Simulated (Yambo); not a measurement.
G0W0@PBEsol for CaI$_{2}$ (CdI2 type, space group P-3m1, No. 164) in Yambo. Reference settings: 3×3×2 Γ-centred k mesh, 348 bands and a 7 Ry block in the screening, 348 bands in G with the Bruneval-Gonze terminator, plasmon pole fitted at 27.2 eV. The PBEsol gap Γ → (0, 0.333, 0) on this mesh is 3.24 eV; G0W0 gaps are taken between the same points.

With and without the terminator, as bands are cut:

```csv
bands in G (in W),"gap, terminator (eV)","gap, none (eV)","valence shift, terminator (eV)","valence shift, none (eV)"
120 (348),5.485,5.504,-1.130,-0.723
218 (348),5.505,5.560,-1.192,-1.004
348 (348),5.507,5.550,-1.206,-1.121
```

Over this range the gap spans 0.022 eV with the terminator and 0.056 eV without, the valence shift 0.076 eV and 0.398 eV. Neither column has reached its limit for certain.

Spin-orbit coupling is included.

Geometry relaxed with PBE+D3(BJ); primitive cell a = 4.432 Å, b = 4.432 Å, c = 6.920 Å, α = 90.00°, β = 90.00°, γ = 120.00°.

A shift is the quasiparticle energy of the state minus its PBEsol energy.
